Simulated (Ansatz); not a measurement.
# Ge (P6_3/mmc), clamped-ion strain scan

The calculation used Ansatz 0.2.0, DFT r2SCAN, scalar-relativistic, plane waves, PAW. Settings: plane waves to 500 eV, k-mesh 12×12×4 (Γ-centred), Gaussian smearing 0.03 eV. No spin polarisation. Energies are free energies at this smearing, counted from the undisturbed cell; pressure is positive in compression.

Reference structure (relaxed at this level; this form isn't the usual structure):

```
CELL_PARAMETERS angstrom
4.00346 0.00000 0.00000
-2.00173 3.46709 0.00000
0.00000 0.00000 13.15265
ATOMIC_POSITIONS crystal
Ge 0.00000 0.00000 0.40684
Ge 0.00000 0.00000 0.59316
Ge 0.00000 0.00000 0.90684
Ge 0.00000 0.00000 0.09316
Ge 0.33333 0.66667 0.34412
Ge 0.66667 0.33333 0.65588
Ge 0.66667 0.33333 0.84412
Ge 0.33333 0.66667 0.15588
```

The cell is strained by ε times the Voigt pattern (1, -1, 0, 0, 0, 0) (xx, yy, zz, yz, xz, xy; engineering shear) with fractional coordinates fixed.

```
      ε  ΔE (meV/atom) stress summed along the pattern (GPa, tension positive) pressure (GPa) gap on the mesh (eV)
-0.0600           74.4                                                   -17.07             1.2                  0.00
-0.0450           42.0                                                   -12.99             0.6                  0.03
-0.0300           18.7                                                    -8.72             0.3                  0.07
 0.0000            0.0                                                     0.00             0.0                  0.27
 0.0150              ?                                                        ?             0.1                  0.21
 0.0450              ?                                                    13.38               ?                  0.00
 0.0600           76.5                                                    17.87             1.2                  0.00
```

Q: Give the withheld values.

A: ΔE (meV/atom) at ε = 0.0150: 4.7; stress summed along the pattern (GPa, tension positive) at ε = 0.0150: 4.42; ΔE (meV/atom) at ε = 0.0450: 42.8; pressure (GPa) at ε = 0.0450: 0.7.